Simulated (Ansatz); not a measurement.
Alloying Ag with Au

Level of theory: DFT r2SCAN, scalar-relativistic, plane waves, PAW in Ansatz. Run with 500 eV cutoff, 8×8×8 k-mesh, Gaussian smearing of 0.10 eV, no spin polarisation.

Starting point, cell and atoms relaxed:

```
Ag
1.0
    -4.09908   -2.05358   -2.05358
    -2.04954   -4.10347    2.04989
    -4.10350    2.05799    2.05799
Ag
6
Direct
  0.66667 0.66667 0.00000
  0.33333 0.33333 0.00000
  0.00000 0.00000 0.00000
  0.83333 0.33333 0.50000
  0.50000 0.00000 0.50000
  0.16667 0.66667 0.50000
```

Au takes some of the 6 Ag sites (atoms counted from 1 in the order above); cell and atoms are relaxed within the symmetry of each ordered start. The mixing energy is per mixed site over the two end members in this structure and cell, which needn't be the stable phases, so a gain doesn't show that the mixture is stable. These are small ordered cells, not random alloys.

Spin–orbit coupling is left out, which can shift energies with elements as heavy as these.

End members: Ag at 17.29 Å³/atom and Au at 17.55 Å³/atom.

(1) Do Ag and Au mix with a gain or a cost in energy here?

(2) How well does Vegard's rule hold for the volume?

Answers

(1) With a gain in all cells computed: -37.7 meV/site at x = 0.167 (sites 6), -68.5 meV/site at x = 0.500 (sites 1 4 5), -60.2 meV/site at x = 0.667 (sites 1 3 5 6), -36.4 meV/site at x = 0.833 (sites 2 3 4 5 6).

(2) The excess over the straight line is -0.22 % at x = 0.167, -0.10 % at x = 0.500, -0.13 % at x = 0.667, -0.07 % at x = 0.833.

Cost: 6 runs of about 15 core-minutes in all, on AMD EPYC 9R45 (Zen 5) (shared hosts).